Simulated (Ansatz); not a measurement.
Values for one crystal, relaxed and computed with PBEsol in the plane-wave PAW code Ansatz; other levels are named.

| Quantity | Result |
|---|---|
| Volume per atom | 16.35 Å³ |
| Electronic character | metallic (no gap) |
| Pressure derivative B′ | 5.1 |
| Density of states at the Fermi level | 0.67 states/eV per atom (mean over ±0.08 eV) |
| Bulk modulus (Birch–Murnaghan fit) | 196 GPa |
| Formation energy from the elements (no fitted shifts) | 0.71 eV/atom |

Pick the material that matches.
A. CoPtW, P3m1 (Co on 1a, Pt on 1b, W on 1c)
B. NbAg, rock salt
C. AlNi, Cmcm (Al on 4c, Ni on 4c)
D. AgW, Cmcm (Ag on 4c, W on 4c)

D, AgW, Cmcm (Ag on 4c, W on 4c)

The start of the workflow was typed in or built on a structure type; neither database checked (COD, Materials Project) lists it. Whether it is the stable phase at ambient conditions was not checked. The cell was relaxed with PBEsol under the symmetry of its start; its stability against distortions is not shown here. No spin polarisation was allowed. Its formation energy is positive at this level, so the cell may be metastable or incomplete. The references are the lowest solids computed at this level, not always the standard phases. Scalar-relativistic: spin–orbit coupling is off unless named, which matters more the heavier the elements.

Potentials: the earlier of the program's two PAW sets. The files were generated under PBE; for other functionals the program regenerates the frozen cores, and for LDA and PBEsol the local potential too.
